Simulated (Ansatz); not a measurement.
The start is a relaxed Pd cell, doubled along one cell vector, shaken by Gaussian noise of σ = 0.08 Å a coordinate. The cell and all atomic positions are relaxed at zero pressure with PBE (plane waves to 420 eV, PAW, scalar-relativistic; Ansatz, a first-principles code). First-step values are on the input's coarse k-mesh.

Ansatz input (later rounds restart from its end on a renewed k-mesh):
Ansatz 0.2 input:
```yaml
crystal:
  lattice:
    - [0, 3.942513248, 3.942513248]
    - [1.971256624, 0, 1.971256624]
    - [1.971256624, 1.971256624, 0]
  atoms:
    - { symbol: Pd, position: [0.2412199115, 0.5335821589, 0.4384752478] }
    - { symbol: Pd, position: [0.7571837998, 0.4612766977, 0.5038180234] }
basis: { ecutwfc: 420, ecutrho_ratio: 4, xc_grid: 2, fft_grid_basis: typed }
kpoints: { mp_grid: { grid: [7, 14, 14] } }
hamiltonian:
  xc: pbe
  dispersion: none
  pseudopotentials: { azcp: { folder: ./paw }, kind: paw }
scf: { occupations: { method: fermi_dirac, width: 0.05 } }
relax: { f_tol: 0.01, max_steps: 100, cell: { stress_tol: 0.02 } }
output: { forces: true, stress: true }
```

- Largest initial force: 0.77 eV/Å, on Pd1, Pd2 (atoms numbered as listed)
- Energy released: 0.03 eV/atom
- Relative to the parent: It returns to the parent structure, Fm-3m (No. 225)
- Shortest distances (start → end): The closest pairs of elements (up to four, under 3.6 Å), start → end: Pd–Pd 2.65 → 2.79 Å
- Band gap at the end: no gap (metallic)
- Optimiser moves: 6

It ends as:

```cif
data_Pd4
_chemical_formula_sum 'Pd4'
_space_group_name_H-M_alt 'Fm-3m'
_space_group_IT_number 225
_space_group_name_Hall '-F 4 2 3'
_cell_length_a 3.94259
_cell_length_b 3.94259
_cell_length_c 3.94259
_cell_angle_alpha 90.000
_cell_angle_beta 90.000
_cell_angle_gamma 90.000
loop_
_atom_site_label
_atom_site_type_symbol
_atom_site_symmetry_multiplicity
_atom_site_Wyckoff_symbol
_atom_site_fract_x
_atom_site_fract_y
_atom_site_fract_z
_atom_site_occupancy
Pd1 Pd 4 b 0.50000 0.50000 0.50000 1
```
(The calculation used a cell of 1 atom; values per cell refer to that cell.)

Final values are on a 20×20×20 k-mesh of the relaxed cell. No spin polarisation in the result. A magnetic state may lie lower.

The run could not lose the symmetry of its start.
